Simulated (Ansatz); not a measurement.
A relaxed cell of GaIr₂ is given with its symmetry left out. The cell was found from a structure generator's guess, not taken from experiment.

Computed with DFT PBE, scalar-relativistic, plane waves, PAW (Ansatz). Cutoff 420 eV, Γ-centred mesh, Gaussian smearing, no spin polarisation.

```cif
data_structure
_symmetry_space_group_name_H-M 'P 1'
_symmetry_Int_Tables_number 1
_cell_length_a 4.1040
_cell_length_b 4.1040
_cell_length_c 4.1040
_cell_angle_alpha 60.000
_cell_angle_beta 60.000
_cell_angle_gamma 60.000
_cell_volume 48.88
loop_
_atom_site_label
_atom_site_type_symbol
_atom_site_fract_x
_atom_site_fract_y
_atom_site_fract_z
_atom_site_occupancy
Ga1 Ga 0.50000 0.50000 0.50000 1
Ir1 Ir 0.25000 0.25000 0.25000 1
Ir2 Ir 0.75000 0.75000 0.75000 1
```

Energies over the elements count from the elements' standard structures at the same level, with no fitted energy shifts.

Q: Find its symmetry and describe it.

A: Fm-3m (No. 225), the fluorite type. Conventional cell: a = 5.804 Å. Ga has 8 Ir at 2.51 Å; Ir is surrounded by 4 Ga at 2.51 Å and 6 Ir at 2.90 Å.

Q: What is its formation energy per atom?

A: +0.20 eV/atom. It can't be a ground state, since the elements alone are lower.

Q: Is it a metal?

A: Yes, bands cross the Fermi level on the 14×14×14 mesh.

The last run used a 14×14×14 mesh for its 3-atom cell and Gaussian smearing of 0.10 eV. Spin–orbit coupling, which can matter for Ir, is left out. A structure relaxed within its symmetry needn't be a true minimum. Another cell of GaIr2 relaxed alike, in P6/mmm, lies 58 meV/atom lower, so this cell isn't the stable form at this level.
